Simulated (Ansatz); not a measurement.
HfC:
```
CELL_PARAMETERS angstrom
      0.00000     2.32049     2.32049
      2.32049     0.00000     2.32049
      2.32049     2.32049     0.00000
ATOMIC_POSITIONS crystal
  Hf 0.00000 0.00000 0.00000
  C  0.50000 0.50000 0.50000
```

Relaxed with r²SCAN.

**Question.** Give the Bader charges and basin volumes of the independent atoms, plane-wave PAW r²SCAN (Ansatz code).

**Answer.** 

```
atom  Bader charge (e)  Bader volume (Å³)
----  ----------------  -----------------
Hf1              +2.06               11.1
C2               -2.06               13.9
```

Space group Fm-3m (rock salt). The cell was relaxed with r²SCAN under the symmetry of its start. No spin polarisation was allowed. Scalar-relativistic: spin–orbit coupling is off unless named, which matters more the heavier the elements.

Potentials: the earlier of the program's two PAW sets. The files were generated under PBE; for other functionals the program regenerates the frozen cores, and for LDA and PBEsol the local potential too.
